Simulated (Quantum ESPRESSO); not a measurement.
Ti2NbO5F3, one run as intended and one with a planted mistake

Computed values, not a measurement. The program is pw.x of Quantum ESPRESSO 7.5 (plane-wave density functional theory). The cell is made up: 11 atoms on a fluorite lattice with one site empty, with randomly drawn elements, strain and displacements, not relaxed. PseudoDojo standard norm-conserving files (v0.5 for PBE, v0.4.1 for LDA and PBEsol) set the functional; there is no spin polarisation, spin-orbit coupling or dispersion term, and the masses in the input are unused placeholders.

Intended input:

```
&control calculation='scf', pseudo_dir='./dojo.nc.sr.pbe.v0_5.standard.upf', outdir='./o', disk_io='medium', tprnfor=.true., tstress=.true. /
&system ibrav=0, nat=11, ntyp=4, nbnd=50, ecutwfc=84.00895049, nosym=.true., tot_charge=0,
 occupations='smearing', smearing='fd', degauss=0.0018374661
/
&electrons conv_thr=7.350e-09, electron_maxstep=60, /
ATOMIC_SPECIES
F 1.0 F.upf
Nb 1.0 Nb.upf
O 1.0 O.upf
Ti 1.0 Ti.upf
CELL_PARAMETERS angstrom
4.9077 -0.0116 0.0948
-0.0116 4.85 -0.0555
0.0948 -0.0555 5.0289
ATOMIC_POSITIONS angstrom
Ti 0.0713 2.5131 2.4192
Nb 2.4499 -0.0453 2.4376
Ti 2.5397 2.5038 0.0211
O 1.2798 1.1422 1.2242
O 1.3058 0.9646 3.7496
O 1.2835 3.448 1.2567
F 1.5204 3.5423 3.657
O 3.6964 1.2432 1.3524
F 3.6277 1.1911 3.8387
F 3.6433 3.5926 1.1109
O 3.829 3.5757 3.8625
K_POINTS automatic
5 5 4 1 1 1
```

The log is shortened where brackets say so; the opening notice, blank lines, dates and the lines on written files are dropped, and the path of the files is cut. It prints rydbergs, bohrs and kilobars, and counts compression as positive stress. Where no state is partly filled, the Fermi energy that it prints is only some level between the filled and the empty states on the mesh, and need not lie in the true gap.

Log of the intended run:

```
     Program PWSCF v.7.5
     Parallel version (MPI & OpenMP), running on       1 processor cores
     Number of MPI processes:                 1
     Threads/MPI process:                     1
     [start-up lines left out]
     bravais-lattice index     =            0
     lattice parameter (alat)  =       9.2760  a.u.
     unit-cell volume          =     807.3731 (a.u.)^3
     number of atoms/cell      =           11
     number of atomic types    =            4
     number of electrons       =        88.00
     number of Kohn-Sham states=           50
     kinetic-energy cutoff     =      84.0090  Ry
     charge density cutoff     =     336.0358  Ry
     scf convergence threshold =      7.3E-09
     mixing beta               =       0.7000
     number of iterations used =            8  plain     mixing
     Exchange-correlation= PBE
                           (   1   4   3   4   0   0   0)
     [axes and pseudopotential details left out]
   Cartesian axes
     site n.     atom                  positions (alat units)
         1        Ti     tau(   1) = (   0.0145254   0.5119759   0.4928464  )
         2        Nb     tau(   2) = (   0.4991006  -0.0092286   0.4965949  )
         3        Ti     tau(   3) = (   0.5173950   0.5100813   0.0042986  )
         4        O      tau(   4) = (   0.2607245   0.2326923   0.2493975  )
         5        O      tau(   5) = (   0.2660213   0.1965111   0.7638792  )
         6        O      tau(   6) = (   0.2614783   0.7024364   0.2560185  )
         7        F      tau(   7) = (   0.3097402   0.7216475   0.7450145  )
         8        O      tau(   8) = (   0.7530412   0.2532683   0.2755148  )
         9        F      tau(   9) = (   0.7390454   0.2426543   0.7820310  )
        10        F      tau(  10) = (   0.7422235   0.7318948   0.2263157  )
        11        O      tau(  11) = (   0.7800548   0.7284518   0.7868796  )
     number of k points=    50  Fermi-Dirac smearing, width (Ry)=  0.0018
                       cart. coord. in units 2pi/alat
        k(    1) = (   0.0979189   0.1028311   0.1212995), wk =   0.0400000
        k(    2) = (   0.0932095   0.1056136   0.3654400), wk =   0.0400000
     [further k points left out]
     Dense  grid:    83897 G-vectors     FFT dimensions: (  60,  54,  60)
     Estimated max dynamical RAM per process >     127.73 MB
     Initial potential from superposition of free atoms
     starting charge      87.9945, renormalised to      88.0000
     Starting wfcs are   62 randomized atomic wfcs
     total cpu time spent up to now is       18.8 secs
     per-process dynamical memory:    80.9 Mb
     Self-consistent Calculation
     iteration #  1     ecut=    84.01 Ry     beta= 0.70
     Davidson diagonalization with overlap
     ethr =  1.00E-02,  avg # of iterations =  2.0
     total cpu time spent up to now is       49.9 secs
     total energy              =    -672.57624801 Ry
     estimated scf accuracy    <       5.98736812 Ry
     iteration #  2     ecut=    84.01 Ry     beta= 0.70
     Davidson diagonalization with overlap
     ethr =  6.80E-03,  avg # of iterations =  8.5
     total cpu time spent up to now is      117.3 secs
     total energy              =    -664.73357053 Ry
     estimated scf accuracy    <      98.60354693 Ry
     [iterations 3 to 23 left out]
     iteration # 24     ecut=    84.01 Ry     beta= 0.70
     Davidson diagonalization with overlap
     ethr =  1.02E-11,  avg # of iterations =  8.0
     total cpu time spent up to now is      953.6 secs
     total energy              =    -675.96323156 Ry
     estimated scf accuracy    <       0.00000002 Ry
     iteration # 25     ecut=    84.01 Ry     beta= 0.70
     Davidson diagonalization with overlap
     ethr =  1.02E-11,  avg # of iterations =  2.0
     total cpu time spent up to now is      977.7 secs
     End of self-consistent calculation
     [lines on levels left out]
     the Fermi energy is     9.6130 ev
!    total energy              =    -675.96323156 Ry
     estimated scf accuracy    <          3.9E-09 Ry
     smearing contrib. (-TS)   =      -0.00000001 Ry
     internal energy E=F+TS    =    -675.96323155 Ry
     The total energy is F=E-TS. E is the sum of the following terms:
     one-electron contribution =    -234.15834061 Ry
     hartree contribution      =     163.50057684 Ry
     xc contribution           =    -135.51699607 Ry
     ewald contribution        =    -469.78847172 Ry
     convergence has been achieved in  25 iterations
     Forces acting on atoms (cartesian axes, Ry/au):
     atom    1 type  4   force =     0.01102228   -0.11568783   -0.01174875
     atom    2 type  2   force =    -0.10464194    0.23232197   -0.01528319
     atom    3 type  4   force =    -0.02262132   -0.11390903    0.00133899
     atom    4 type  3   force =     0.04272638   -0.02957350    0.04168489
     atom    5 type  3   force =     0.02165255    0.05403019   -0.07812041
     atom    6 type  3   force =     0.00951355    0.03361173    0.03287935
     atom    7 type  1   force =    -0.04708788   -0.07242834    0.03226111
     atom    8 type  3   force =    -0.00743380    0.03835560    0.05812697
     atom    9 type  1   force =     0.02872198   -0.00820056   -0.00813031
     atom   10 type  1   force =     0.05565766    0.03121050    0.05473859
     atom   11 type  3   force =     0.01249055   -0.04973072   -0.10774724
     Total force =     0.379728     Total SCF correction =     0.000163
     Computing stress (Cartesian axis) and pressure
          total   stress  (Ry/bohr**3)                   (kbar)     P=      -42.76
  -0.00011693   0.00034282   0.00019994          -17.20       50.43       29.41
   0.00034282   0.00001772   0.00016006           50.43        2.61       23.55
   0.00019994   0.00016006  -0.00077283           29.41       23.55     -113.69
     init_run     :     16.50s CPU     18.62s WALL (       1 calls)
     electrons    :    895.46s CPU    958.91s WALL (       1 calls)
     forces       :      4.58s CPU      4.62s WALL (       1 calls)
     stress       :     17.00s CPU     17.06s WALL (       1 calls)
     [timing details left out]
     PWSCF        :  15m33.79s CPU  16m39.62s WALL
     JOB DONE.
```

A second run has one planted mistake: the smearing is too wide. The input lines that differ, file-writing options aside:

```
- &system ibrav=0, nat=11, ntyp=4, nbnd=50, ecutwfc=84.00895049, nosym=.true., tot_charge=0,
+ &system ibrav=0, nat=11, ntyp=4, nbnd=68, ecutwfc=84.00895049, nosym=.true., tot_charge=0,
-  occupations='smearing', smearing='fd', degauss=0.0018374661
+  occupations='smearing', smearing='fd', degauss=0.0257245255
```

Its log:

```
     Program PWSCF v.7.5
     Parallel version (MPI & OpenMP), running on       1 processor cores
     Number of MPI processes:                 1
     Threads/MPI process:                     1
     [start-up lines left out]
     bravais-lattice index     =            0
     lattice parameter (alat)  =       9.2760  a.u.
     unit-cell volume          =     807.3731 (a.u.)^3
     number of atoms/cell      =           11
     number of atomic types    =            4
     number of electrons       =        88.00
     number of Kohn-Sham states=           68
     kinetic-energy cutoff     =      84.0090  Ry
     charge density cutoff     =     336.0358  Ry
     scf convergence threshold =      7.3E-09
     mixing beta               =       0.7000
     number of iterations used =            8  plain     mixing
     Exchange-correlation= PBE
                           (   1   4   3   4   0   0   0)
     [axes and pseudopotential details left out]
   Cartesian axes
     site n.     atom                  positions (alat units)
         1        Ti     tau(   1) = (   0.0145254   0.5119759   0.4928464  )
         2        Nb     tau(   2) = (   0.4991006  -0.0092286   0.4965949  )
         3        Ti     tau(   3) = (   0.5173950   0.5100813   0.0042986  )
         4        O      tau(   4) = (   0.2607245   0.2326923   0.2493975  )
         5        O      tau(   5) = (   0.2660213   0.1965111   0.7638792  )
         6        O      tau(   6) = (   0.2614783   0.7024364   0.2560185  )
         7        F      tau(   7) = (   0.3097402   0.7216475   0.7450145  )
         8        O      tau(   8) = (   0.7530412   0.2532683   0.2755148  )
         9        F      tau(   9) = (   0.7390454   0.2426543   0.7820310  )
        10        F      tau(  10) = (   0.7422235   0.7318948   0.2263157  )
        11        O      tau(  11) = (   0.7800548   0.7284518   0.7868796  )
     number of k points=    50  Fermi-Dirac smearing, width (Ry)=  0.0257
                       cart. coord. in units 2pi/alat
        k(    1) = (   0.0979189   0.1028311   0.1212995), wk =   0.0400000
        k(    2) = (   0.0932095   0.1056136   0.3654400), wk =   0.0400000
     [further k points left out]
     Dense  grid:    83897 G-vectors     FFT dimensions: (  60,  54,  60)
     Estimated max dynamical RAM per process >     142.58 MB
     Initial potential from superposition of free atoms
     starting charge      87.9945, renormalised to      88.0000
     Starting wfcs are   62 randomized atomic wfcs +    6 random wfcs
     total cpu time spent up to now is       14.6 secs
     per-process dynamical memory:    84.0 Mb
     Self-consistent Calculation
     iteration #  1     ecut=    84.01 Ry     beta= 0.70
     Davidson diagonalization with overlap
     ethr =  1.00E-02,  avg # of iterations =  6.0
     total cpu time spent up to now is       74.6 secs
     total energy              =    -672.72521289 Ry
     estimated scf accuracy    <       5.82365415 Ry
     iteration #  2     ecut=    84.01 Ry     beta= 0.70
     Davidson diagonalization with overlap
     ethr =  6.62E-03,  avg # of iterations =  2.2
     total cpu time spent up to now is      131.3 secs
     total energy              =    -664.13758831 Ry
     estimated scf accuracy    <     103.20153345 Ry
     [iterations 3 to 15 left out]
     iteration # 16     ecut=    84.01 Ry     beta= 0.70
     Davidson diagonalization with overlap
     ethr =  7.44E-10,  avg # of iterations =  2.0
     total cpu time spent up to now is      757.3 secs
     total energy              =    -675.99017237 Ry
     estimated scf accuracy    <       0.00000052 Ry
     iteration # 17     ecut=    84.01 Ry     beta= 0.70
     Davidson diagonalization with overlap
     ethr =  5.87E-10,  avg # of iterations =  1.0
     total cpu time spent up to now is      800.1 secs
     End of self-consistent calculation
     [lines on levels left out]
     the Fermi energy is     9.3429 ev
!    total energy              =    -675.99017243 Ry
     estimated scf accuracy    <          5.8E-09 Ry
     smearing contrib. (-TS)   =      -0.07748823 Ry
     internal energy E=F+TS    =    -675.91268420 Ry
     The total energy is F=E-TS. E is the sum of the following terms:
     one-electron contribution =    -234.32551869 Ry
     hartree contribution      =     163.73562051 Ry
     xc contribution           =    -135.53431431 Ry
     ewald contribution        =    -469.78847172 Ry
     convergence has been achieved in  17 iterations
     Forces acting on atoms (cartesian axes, Ry/au):
     atom    1 type  4   force =    -0.00341089   -0.09815187    0.00030324
     atom    2 type  2   force =    -0.08069952    0.19852368   -0.00763311
     atom    3 type  4   force =    -0.01778590   -0.09982581   -0.01151868
     atom    4 type  3   force =     0.03812200   -0.02421065    0.03929182
     atom    5 type  3   force =     0.01958340    0.05407085   -0.07834200
     atom    6 type  3   force =     0.01231484    0.03467271    0.03202553
     atom    7 type  1   force =    -0.04723785   -0.07260166    0.03184219
     atom    8 type  3   force =    -0.01474055    0.02971335    0.05616708
     atom    9 type  1   force =     0.02806425   -0.00833921   -0.01104238
     atom   10 type  1   force =     0.05571237    0.03090871    0.05767427
     atom   11 type  3   force =     0.01007784   -0.04476011   -0.10876795
     Total force =     0.341351     Total SCF correction =     0.000203
     Computing stress (Cartesian axis) and pressure
          total   stress  (Ry/bohr**3)                   (kbar)     P=      -29.63
  -0.00005417   0.00028628   0.00017198           -7.97       42.11       25.30
   0.00028628   0.00013145   0.00014055           42.11       19.34       20.68
   0.00017198   0.00014055  -0.00068161           25.30       20.68     -100.27
     init_run     :     13.45s CPU     14.52s WALL (       1 calls)
     electrons    :    731.87s CPU    785.47s WALL (       1 calls)
     forces       :      7.29s CPU      7.39s WALL (       1 calls)
     stress       :     29.17s CPU     29.34s WALL (       1 calls)
     [timing details left out]
     PWSCF        :  13m 2.06s CPU  13m57.47s WALL
     JOB DONE.
```

```
                                            intended run  run with the mistake
                          free energy (eV)     -9196.948             -9197.315
                    smearing term -TS (eV)        0.0000               -1.0543
                            pressure (GPa)         -4.28                 -2.96
            largest force component (eV/Å)         5.973                 5.104
largest change of a force component (eV/Å)                               0.869
                                iterations            25                    17
```

For scale, a rerun of the intended cell at a cutoff of 1467 eV and k mesh 7 x 7 x 6 moved values by no more than 0.003 eV in energy, 0.06 GPa in stress and 0.004 eV/Å in force. The number of bands, nbnd, was set by rule from the electron count and the smearing, so it follows the mistake.